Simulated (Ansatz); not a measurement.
The cell is the one relaxed in the Materials Project (mp-1247117), not relaxed further here; entries there can be hypothetical. The listed cell was then made from it by scaling, straining or moving an atom.

An input for Pb: DFT, LDA, PAW with Ansatz's default frozen-core files, scalar-relativistic (Ansatz 0.2.0). The PAW files were made with PBE; their cores are remade for this functional.

Command: `ansatz run input.yaml --threads 1 --pin off --max-ram 3072MiB --backend cpu --events-out ev --progress --plain --runs-dir out` The run took 5 s on 1 thread of Arm Neoverse V1, with other jobs on the host, peak memory 0.39 GiB.

```yaml
crystal:
  lattice:
    - [0.0, 3.5064485529, 3.5064485529]
    - [3.5064485529, 0.0, 3.5064485529]
    - [3.5064485529, 3.5064485529, 0.0]
  atoms:
    - { symbol: Pb, position: [0.0, 0.0, 0.0] }
    - { symbol: Pb, position: [0.25, 0.25, 0.25] }
kpoints:
  mp_grid: { grid: [8, 8, 8] }
scf:
  occupations: { method: fermi_dirac, width: 0.05 }
hamiltonian:
  xc: lda
  pseudopotentials: { kind: paw }
output:
  forces: true
  stress: true
  eigenvalues: true
  efg: { contact_densities: true }
  write_density: true
  write_potential: true
  elf: true
  volumetric_format: npy
```

The results part of the log:

```
SCF 1 converged in 6 iterations: F = -23204.037368 eV  dr2 = 2.31e-11
  greatest PAW one-centre occupation: 0.978 electrons in one spin orbital (limit 2), on the Pb atom at site 1 (counted from 0), in its partial waves of l = 2
SCF converged after 6 iterations
Free energy (F): -23204.037368 eV
Harris-Foulkes:  -23204.037368 eV  (|F-HF|=3.64e-12)
Internal energy: -23204.032856 eV  (E = F + TS)
E sigma→0 (E₀):  -23204.035112 eV
Entropy (-TS):   -0.004511 eV (-2.256 meV/atom)
Fermi energy:    6.095234 eV
--- Per-component energies (eV) ---
  E_band       = -205.011556
  E_kinetic    = 580.275566
  E_local      = -2809.047841  (includes V_loc(G=0)·N_el)
  E_nonlocal   = 707.694826
  E_hartree    = 1130.345123
  E_xc         = -436.042864
  E_vxc        = -264.428087  (∫ρ·V_xc dr)
  E_paw        = -20209.193082  (= ΣΔE_a)
  E_vpaw       = -680.196571  (= ΣTr[D̂ρ^β])
  E_aug_tail   = 0.000092  (compensation charges beyond the density's cutoff)
  E_ewald      = -2167.909248
  E_core_change = -0.155427  (= ΣΔE_core)
  E_smearing   = -0.004511  (= −TS)
  E_closure    = 0.000000  (closes the sum)
  Σ components = -23204.037368   (vs F -23204.037368, Δ=0.00e0)
--- Forces (eV/Å), atoms counted from 1 ---
  atom   1  Pb     0.00000000    -0.00000000     0.00000000
  atom   2  Pb     0.00000000     0.00000000     0.00000000
  max |Σ_I F_I| component: 6.94e-18 eV/Å
--- Stress (GPa, compression-positive) ---
       -2.270002      -0.000000      -0.000000
        0.000000      -2.270002      -0.000000
       -0.000000      -0.000000      -2.270002
  P = ⅓ Tr σ = -2.2700 GPa (-22.700 kbar)
--- PAW observables at the nuclei: V_zz in 10²¹ V/m², potentials from the cell's mean, atoms counted from 1 ---
  atom   1  Pb V_zz =    -0.000000   η = 0.0000   by run symmetry: forbidden
            electrostatic potential = -17476.014006 V   contact ρ = 16468887.040629 e/Å³
  atom   2  Pb V_zz =    -0.000000   η = 0.0000   by run symmetry: forbidden
            electrostatic potential = -17476.014006 V   contact ρ = 16468887.040629 e/Å³
--- Band table (eV; the first three rows and the last of 29) ---
  k-point 0: bands = ["-10.9576", "-10.9576", "-10.9576", "-10.8874", "-10.8874", "-10.5146", "-10.5146", "-10.5146", "-10.4982", "-10.4982", "-4.8037", "1.7137", "6.4255", "6.4255", "6.4255", "8.4013", "8.4013", "8.4013"]
  k-point 1: bands = ["-10.9705", "-10.9705", "-10.9543", "-10.8689", "-10.8689", "-10.5392", "-10.5392", "-10.5223", "-10.4768", "-10.4768", "-4.6806", "1.3131", "6.1280", "6.1855", "6.1855", "8.6360", "8.7035", "8.7035"]
  k-point 2: bands = ["-10.9879", "-10.9879", "-10.9460", "-10.8394", "-10.8394", "-10.5653", "-10.5653", "-10.5410", "-10.4572", "-10.4572", "-4.3316", "0.3900", "5.5676", "5.7746", "5.7746", "9.1925", "9.1925", "9.6689"]
  k-point 28: bands = ["-11.0387", "-11.0387", "-10.7987", "-10.7987", "-10.7035", "-10.7035", "-10.6535", "-10.6535", "-10.3968", "-10.3968", "-2.3400", "-2.3400", "3.8070", "3.8070", "8.5860", "8.5860", "10.2249", "10.2249"]
```
